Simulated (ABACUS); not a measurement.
Energy against volume for Mg4Te3S (Pmm2, 8 atoms in the cell; from Materials Project mp-1222100, lattice scaled a little): the cell is scaled uniformly, and the atoms keep their fractional positions.

```
Mg4Te3S
1.0
    4.36645     0.00000     0.00000
    0.00000     8.79698     0.00000
    0.00000     0.00000     6.12221
Mg Te S
4 3 1
Cartesian
  0.00000   2.41213   6.00871
  0.00000   6.38485   6.00871
  2.18322   0.00000   3.00980
  2.18322   4.39849   3.30636
  2.18322   2.30085   1.53300
  2.18322   6.49613   1.53300
  0.00000   0.00000   4.63666
  0.00000   4.39849   4.57482
```

Method: PBEsol, PseudoDojo 0.4 standard norm-conserving PBEsol (tails mended) pseudopotentials (plane waves; ABACUS 3.10.1).

Held fixed: KPT = Gamma 3 2 2 0 0 0; basis_type = pw; ecutwfc = 84 Ry; smearing_method = fixed; potentials = PseudoDojo 0.4 standard norm-conserving PBEsol (tails mended); symmetry = 1; symmetry_prec = 1e-05; ks_solver = dav; scf_nmax = 100; scf_thr = 1.0e-09 Ry; mixing_type = broyden; mixing_beta = 0.7.

Spin-orbit coupling is left out, which matters for bands and gaps with elements this heavy. The structure comes from a collection of computed structures, made at another level of theory; the collection holds predicted forms beside known ones. Its lattice was then scaled.

```tsv
V (Å³/atom)	V/V(base)	ΔF (meV/atom, from the lowest row)	pressure (GPa)
27.632	0.940	36.8	4.65
28.220	0.960	21.9	3.46
28.808	0.980	11.1	2.38
29.101	0.990	7.2	1.88
29.395	1.000	4.1	1.41
29.689	1.010	1.9	0.96
29.983	1.020	0.5	0.53
30.571	1.040	0.0	-0.27
31.159	1.060	2.3	-0.99
```

Q: Estimate the equilibrium volume and the bulk modulus from these points.

A: A third-order Birch-Murnaghan fit gives V0 = 30.38 Å³/atom and B0 = 40 GPa (largest residual 0.00 meV/atom). V0 and B0 belong to these fixed fractional positions and this cell shape; relaxing them, where they are free, usually lowers B0.

“Tails mended”: in these copies of the files the far tail of each local potential was reset to the Coulomb form.
